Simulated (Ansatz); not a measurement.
Be2Zn3Se5 (I-4m2) at 3 levels of theory

One geometry, relaxed with PBE; plane waves with PAW potentials in Ansatz, scalar-relativistic. No spin polarisation. Gaps are the least over mesh and band path; pressure is positive in compression.

```
Be Zn Se
1.0
    -1.93894    1.93894   13.93170
     1.93894   -1.93894   13.93170
     1.93894    1.93894  -13.93170
Be Zn Se
2 3 5
Direct
  0.70563 0.70563 0.00000
  0.29437 0.29437 0.00000
  0.89227 0.89227 0.00000
  0.50000 0.50000 0.00000
  0.10773 0.10773 0.00000
  0.25000 0.75000 0.50000
  0.83794 0.33794 0.50000
  0.44611 0.94611 0.50000
  0.05389 0.55389 0.50000
  0.66206 0.16206 0.50000
```

```
 level  cutoff (eV)    k mesh  gap (eV)  pressure (GPa)
   PBE          420  10×10×10      1.87             0.0
r2SCAN          500  10×10×10      2.44            -1.7
PBEsol          420  10×10×10      1.76            -2.8
```

The structure comes from a generated guess; another structure or a mixture of phases may lie lower.
